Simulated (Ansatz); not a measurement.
A trial cell of Te2Mo, before relaxation:

```
Te Mo
1.0
     5.72151    0.00000    0.00000
    -2.86076    4.95498    0.00000
     0.00000    0.00000    7.18119
Te Mo
4 2
Direct
  0.00000 0.00000 0.00000
  0.00000 0.00000 0.50000
  0.33333 0.66667 0.75000
  0.66667 0.33333 0.25000
  0.33333 0.66667 0.25000
  0.66667 0.33333 0.75000
```

All numbers below come from DFT PBE, scalar-relativistic, plane waves, PAW in Ansatz 0.2.0. Cutoff 420 eV, Gaussian smearing, Γ-centred meshes. Cell and atoms relax first on a coarse mesh and then on a finer one. In between, the cell is made exact in the group found at 0.06 Å. In metals the finer mesh still leaves noise of several meV/atom or more. The steps can't lower the symmetry of their start. Collinear spin is switched on along the way, since trial moments persisted in a coarse test.

A guess keeps its type if space group and coordination stay and the shape of the cell changes little (axis ratios within about 15 %, angles within 6°); the volume may change.

**Question.** Will the relaxed cell still be of the starting type?

**Answer.** It keeps its type. The symmetry stays P6_3/mmc (No. 194). The end has the Ni2In type. The volume per atom shrinks by 31.4 %, from 33.9 to 23.3 Å³. The shortest distance goes from 3.30 Å (Te–Mo) to 2.88 Å (Te–Mo). The ratio c/a of the conventional cell changes by a factor of 1.04. Counting neighbours within 15 % of an atom's shortest distance, the start has Mo 11, Te 11/14 and the end Mo 11, Te 11/14.

The zero of energy is the elements' standard structures at the same level; no fitted shifts are applied.

**Question.** At what energy does it end?

**Answer.** +0.73 eV/atom. It can't be a ground state, since the elements alone are lower.

The last run used collinear spin, a 12×12×6 mesh (in the run's order of axes) for its 6-atom cell and Gaussian smearing of 0.10 eV. Spin–orbit coupling, which can matter for Te, is left out. The reference form of Te is held partly by dispersion forces, which this level lacks. Another magnetic order may lie lower. Symmetry constrained the relaxation, so the result can be a saddle point. Another cell of Te2Mo relaxed alike but without spin, in P6_3/mmc, lies 1.00 eV/atom lower, so this cell isn't the stable form at this level.

In counts of neighbours, a slash parts the counts of unlike sites.
